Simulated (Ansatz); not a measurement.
Computed with DFT PBE, scalar-relativistic, plane waves, PAW in Ansatz 0.2.0. All cells share a 420 eV cutoff and Γ-centred k meshes spaced at most about 0.3 Å⁻¹ (about 0.25 or finer for metals, 2π included). No spin polarisation in the final relaxations.

Temperature and zero-point effects are left out. All come from trial cells, and lower structures may exist.

**Question.** Which of these relaxed structures of Zr2AlN3 is the lowest in energy?
A.

```
Zr Al N
1.0
     3.13544    0.00000    0.00000
    -1.56772    2.71537    0.00000
     0.00000    0.00000    7.78119
Zr Al N
2 1 3
Direct
  0.66667 0.33333 0.33198
  0.33333 0.66667 0.66802
  0.00000 0.00000 0.00000
  0.33333 0.66667 0.14369
  0.00000 0.00000 0.50000
  0.66667 0.33333 0.85631
```

B.

```
Zr Al N
1.0
     3.37208    0.00000    0.00000
    -1.68604    2.92031    0.00000
     0.00000    0.00000   16.80287
Zr Al N
4 2 6
Cartesian
  0.0000 1.9469 16.5440
  0.0000 1.9469 5.7610
  1.6860 0.9734 2.7796
  1.6860 0.9734 8.6933
  0.0000 1.9469 11.4256
  1.6860 0.9734 13.7805
  0.0000 1.9469 1.7960
  0.0000 1.9469 7.9448
  0.0000 1.9469 13.3404
  1.6860 0.9734 4.8733
  1.6860 0.9734 10.9562
  1.6860 0.9734 15.6926
```

C.

```
Zr Al N
1.0
     3.40179    0.00000    0.00000
    -1.70090    2.94604    0.00000
     0.00000    0.00000   16.65117
Zr Al N
4 2 6
Direct
  0.33333 0.66667 0.00374
  0.33333 0.66667 0.33000
  0.66667 0.33333 0.50374
  0.66667 0.33333 0.83000
  0.33333 0.66667 0.66648
  0.66667 0.33333 0.16648
  0.33333 0.66667 0.13837
  0.33333 0.66667 0.46083
  0.33333 0.66667 0.78058
  0.66667 0.33333 0.28058
  0.66667 0.33333 0.63837
  0.66667 0.33333 0.96083
```

**Answer.** A. It has Zr and Al ordered on rock salt sites, space group P-3m1 (No. 164); the next, B, with Zr and Al ordered on wurtzite sites, space group P3m1 (No. 156), lies 216 meV/atom higher. Counting N atoms around Al and Zr (those within 1.25 times the shortest such distance or 1.15 times the sum of covalent radii), the lowest has Zr 6, Al 6 and the next has Zr 4, Al 4.

A magnetic state wasn't ruled out in cells without spin, among them P6_3mc. Cells relaxed within their symmetry can be saddle points. Some structure types and database cells were kept out of the candidates from the start, so a known form may be missing.
